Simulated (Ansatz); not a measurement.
Ansatz (a first-principles code) input:

Ansatz 0.2 input:
```yaml
crystal:
  lattice:
    - [0.0, 2.2862053605, 2.2862053605]
    - [2.2862053605, 0.0, 2.2862053605]
    - [2.2862053605, 2.2862053605, 0.0]
  atoms:
    - { symbol: Hf, position: [0.0, 0.0, 0.0] }
    - { symbol: C, position: [0.5, 0.5, 0.5] }
kpoints:
  mp_grid: { grid: [32, 32, 32] }
hamiltonian:
  xc: lda
  pseudopotentials: { azcp: { folder: ./paw }, kind: paw }
scf:
  occupations: { method: fermi_dirac, width: 0.1 }
elastic: { mode: relaxed_ion, stencil: two_point, amplitude: 0.005, f_tol: 0.0005 }
```

Output (shortened):

```
Pseudopotential: Hf, paw, valence charge 26
Pseudopotential: C, paw, valence charge 4
Functional definition: SPW92
Crystal: 2 atoms, lattice volume = 23.899 Å³
Basis set: ecut = 420 eV, 459 PW (Γ)
Bands: 19, of which v1, the nominal top of the filled ones, is band 15 counted from 1 (14 counted from 0)
Symmetry: 48 space group operations
Space group: Fm-3m (ITA 225), of the structure as read, at distance tolerance 2.9e-5 Å
k-points: 897 of 32768
SCF 1 converged in 12 iterations: F = -15722.517303 eV  dr2 = 2.43e-15
  Residual-converged pass: ⟨swp⟩=1.0  Hψ=20757  notcnv=0  max |occ|·‖R‖ = 7.1e-9 eV (tolerance 1.0e-8 eV)  dr2=2.43e-15  dr2_onsite=1.62e-16  max |Δocc| = 2.3e-13
Crystal: 2 atoms, lattice volume = 23.779 Å³
Symmetry: 16 space group operations
k-points: 2393 of 32768
SCF 2 converged in 11 iterations: F = -15722.516162 eV  dr2 = 1.82e-15
Crystal: 2 atoms, lattice volume = 24.018 Å³
SCF 3 converged in 7 iterations: F = -15722.516313 eV  dr2 = 9.81e-14
  Residual-converged pass: ⟨swp⟩=1.0  Hψ=55239  notcnv=0  max |occ|·‖R‖ = 7.1e-9 eV (tolerance 1.0e-8 eV)  dr2=9.81e-14  dr2_onsite=6.11e-14  max |Δocc| = 2.7e-13
Crystal: 2 atoms, lattice volume = 23.899 Å³
Symmetry: 8 space group operations
k-points: 4505 of 32768
SCF 4 converged in 9 iterations: F = -15722.516965 eV  dr2 = 2.65e-14
  Residual-converged pass: ⟨swp⟩=1.0  Hψ=103624  notcnv=0  max |occ|·‖R‖ = 7.1e-9 eV (tolerance 1.0e-8 eV)  dr2=2.65e-14  dr2_onsite=2.97e-15  max |Δocc| = 1.5e-12
Crystal: 2 atoms, lattice volume = 23.899 Å³
WARN: eigensolver did not converge (k=293) …
SCF 5 converged in 7 iterations: F = -15722.516965 eV  dr2 = 5.04e-15
  Residual-converged pass: ⟨swp⟩=1.0  Hψ=103898  notcnv=1  max |occ|·‖R‖ = 6.6e-8 eV (tolerance 1.0e-8 eV)  dr2=5.04e-15  dr2_onsite=1.38e-14  max |Δocc| = 2.7e-13
SCF converged after 12 iterations
Free energy (F): -15722.517303 eV
Harris-Foulkes:  -15722.517303 eV  (|F-HF|=3.64e-12)
Internal energy: -15722.507806 eV  (E = F + TS)
E sigma→0 (E₀):  -15722.512555 eV
Entropy (-TS):   -0.009497 eV (-4.749 meV/atom)
Fermi energy:    19.285773 eV
--- Per-component energies (eV) ---
  E_band       = 89.685326
  E_kinetic    = 497.284568
  E_local      = -6102.055630  (includes V_loc(G=0)·N_el)
  E_nonlocal   = 99.481046
  E_hartree    = 2994.649345
  E_xc         = -312.966952
  E_vxc        = -315.234013  (∫ρ·V_xc dr)
  E_paw        = -7548.664383  (= ΣΔE_a)
  E_vpaw       = -79.089452  (= ΣTr[D̂ρ^β])
  E_aug_tail   = 0.000120  (compensation charges beyond the density's cutoff)
  E_ewald      = -5352.755840
  E_core_change = 2.519920  (= ΣΔE_core)
  E_smearing   = -0.009497  (= −TS)
  E_closure    =  0.000000  (closes the sum)
  Σ components = -15722.517303   (vs F -15722.517303, Δ=0.00e0)
--- Forces (eV/Å), atoms counted from 1 ---
  atom   1  Hf     0.00000000     0.00000000     0.00000000
  atom   2  C      0.00000000     0.00000000     0.00000000
  max |Σ_I F_I| component: 0.0 eV/Å
--- Stress (GPa, compression-positive) ---
        0.074420       0.000000       0.000000
        0.000000       0.074420       0.000000
        0.000000       0.000000       0.074420
  P = ⅓ Tr σ = 0.0744 GPa (0.744 kbar)
--- Band table (eV; the first three rows and the last of 897) ---
  k-point 0: bands = ["-41.6606", "-10.0772", "-10.0772", "-10.0772", "6.8227", "8.3585", "8.3634", "8.3634", "8.3634", "8.4626", "8.4626", "8.4626", "20.3812", "20.3812", "20.3812", "20.5544", "20.5544", "20.5544", "22.7146"]
  k-point 1: bands = ["-41.6601", "-10.0857", "-10.0780", "-10.0780", "6.8492", "8.3590", "8.3638", "8.3641", "8.3641", "8.4620", "8.4620", "8.4627", "20.0196", "20.1643", "20.1643", "20.6725", "20.6725", "20.8551", "22.8662"]
  k-point 2: bands = ["-41.6587", "-10.1110", "-10.0803", "-10.0803", "6.9280", "8.3602", "8.3651", "8.3662", "8.3662", "8.4600", "8.4600", "8.4627", "19.5341", "19.7919", "19.7919", "20.8130", "20.8130", "21.1649", "23.2573"]
  k-point 896: bands = ["-41.5911", "-10.5811", "-10.5811", "-10.3737", "8.3350", "8.3930", "8.4011", "8.4011", "8.4284", "8.4313", "8.4313", "9.7259", "16.1614", "16.5293", "16.5293", "23.0267", "23.0267", "26.2756", "26.7004"]
--- Elastic constants: 2 strain directions × 2 members + reference (group order 48) ---
  dense FFT box of the reference and of every strained cell: 24×24×24
  strains applied: 11, 23; error gains: componentwise 1.00 (the most a stress slope's error grows in a printed constant), spectral 1.73 (1 for all six strains …
  C = ∂σ_k/∂η_j (tension-positive GPa; Voigt order 11 22 33 23 13 12):
       569.387    107.833    107.833      0.000      0.000      0.000
       107.833    569.387    107.833      0.000      0.000      0.000
       107.833    107.833    569.387      0.000      0.000      0.000
         0.000      0.000      0.000    178.675      0.000      0.000
         0.000      0.000      0.000      0.000    178.675      0.000
         0.000      0.000      0.000      0.000      0.000    178.675
  reference stress σ⁰ (GPa):     -0.074     -0.074     -0.074      0.000      0.000      0.000
  moduli (Voigt/Reuss/Hill, GPa): K = 261.68/261.68/261.68   G = 199.52/196.41/197.96   E = 474.29   ν = 0.198
  mechanically stable: yes (min eigenvalue of sym C = 178.68 GPa)
  strain η (Voigt 11):  stress-route row diagonal C_11 = 569.39 GPa, energy-path curvature d²(F+E_count+ΔE)/dδ²/Ω₀ = 569.33 GPa
         δ    σ_11 (GPa)             F (eV)   n_scf  n_hpsi   n_pw
    -5.000e-3      -2.9958      -15722.5161620      11  1361561    487   relax 0 steps, max|allowed force component| 0.0 eV/Å
     5.000e-3       2.6981      -15722.5163125       7  1125326    491   relax 0 steps, max|allowed force component| 0.0 eV/Å
  strain η (Voigt 23):  stress-route row diagonal C_44 = 178.68 GPa, energy-path curvature d²(F+E_count+ΔE)/dδ²/Ω₀ = 178.73 GPa
         δ    σ_23 (GPa)             F (eV)   n_scf  n_hpsi   n_pw
    -5.000e-3      -0.8934      -15722.5169648       9  2150185    487   relax 0 steps, max|allowed force component| 0.0 eV/Å
     5.000e-3       0.8934      -15722.5169648       7  2113897    487   relax 0 steps, max|allowed force component| 0.0 eV/Å
```

Cost: roughly 10 core-minutes on shared cores.

Symmetry was held in the LDA relaxation. The run is not spin-polarised. As this level gives no gap, shear constants depend on the k-mesh and smearing (Fermi–Dirac, 0.1 eV here). Spin–orbit coupling is left out wherever it is not named.

Potentials: the earlier of the program's two PAW sets. The files were generated under PBE; for other functionals the program regenerates the frozen cores, and for LDA and PBEsol the local potential too.

Ansatz is a plane-wave DFT program.
